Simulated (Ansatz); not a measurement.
W (fcc, Cu type), conventional cell a = 3.998 Å, b = 3.998 Å, c = 3.998 Å, α = 90.00°, β = 90.00°, γ = 90.00°. The calculation uses the primitive cell of 1 atom, to which meshes and values per cell refer.

E(V) scan at fixed shape, V₀ the volume above. Symmetry pins the atoms to their sites.

Calculation: PBEsol (plane waves to 420 eV, PAW, scalar-relativistic; Ansatz, a quantum-chemistry and plane-wave program). k mesh 20×20×20 (Γ-centred), Fermi-Dirac smearing 0.05 eV. Energies are smeared free energies. Stress and pressure are positive under compression. Spin-orbit coupling is left out, though W is heavy. This is one of several known forms of W; the measured ambient cells at hand have space group No. 229. W is run without spin polarisation. W was relaxed with its symmetry unable to fall. ΔE is measured from the relaxed starting cell.

Q: Estimate the ΔE (meV/atom) and P (GPa) for V/V₀ = 0.940, 0.970, 0.985, 1.015, 1.030, 1.060.

A: 
```csv
V/V₀,ΔE (meV/atom),P (GPa)
0.940,59,20.8
0.970,14,9.7
0.985,3,4.7
1.015,3,-4.3
1.030,13,-8.3
1.060,49,-15.5
```

(A scan under strain: stresses follow from slopes of the energy per volume, elastic moduli from its curvatures.)
